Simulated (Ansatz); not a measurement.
# Stationary points along a deformation path in Nb

Method: DFT PBEsol, scalar-relativistic, plane waves, PAW (Ansatz). Settings: plane waves to 420 eV, k-mesh 22×22×22 (Γ-centred), Gaussian smearing 0.15 eV. No spin polarisation. Energies are free energies at this smearing, counted from the undisturbed cell; pressure is positive in compression.

Reference structure (as given, not relaxed at this level; it stands at -8.4 GPa):

```
Nb
1.0
    -1.66395    1.66395    1.66395
     1.66395   -1.66395    1.66395
     1.66395    1.66395   -1.66395
Nb
1
Direct
  0.00000 0.00000 0.00000
```

At fixed volume and fractional coordinates, lengths along (0.000, 0.000, 1.000) are scaled against those across it; ρ is that ratio over its starting value. V = 18.428 Å³/atom. Δσ is the stress along the axis less the mean stress across it (compression positive).

```
    ρ  ΔE (meV/atom)  Δσ (GPa) space group
0.707          291.5      7.26       I4/mmm
0.850           94.7     15.61       I4/mmm
1.000            0.0      0.00        Im-3m
1.200          140.6    -18.55       I4/mmm
1.414          326.0     -0.04        Fm-3m
```

Question: How does the stress give the slope of the energy, and where is the energy stationary?

Answer: Along the path d ln(length) is 2/3 d ln ρ on the axis and −1/3 d ln ρ across it, so dE/d ln ρ = −(2/3) V Δσ: the energy falls with ρ where Δσ is positive. Δσ vanishes or changes sign at ρ = 1.000 (Im-3m), a minimum at 0.0 meV/atom; at ρ = 1.414 (Fm-3m, an end of the scan), at 326.0 meV/atom. Pairs of stationary points between two samples would go unseen, and could change a minimum read from distant neighbours into a maximum. At ρ = 1.000, 1.414 the cell is cubic, where symmetry alone makes the stress isotropic and the slope zero.

In a metal these slopes depend on the k mesh and the smearing.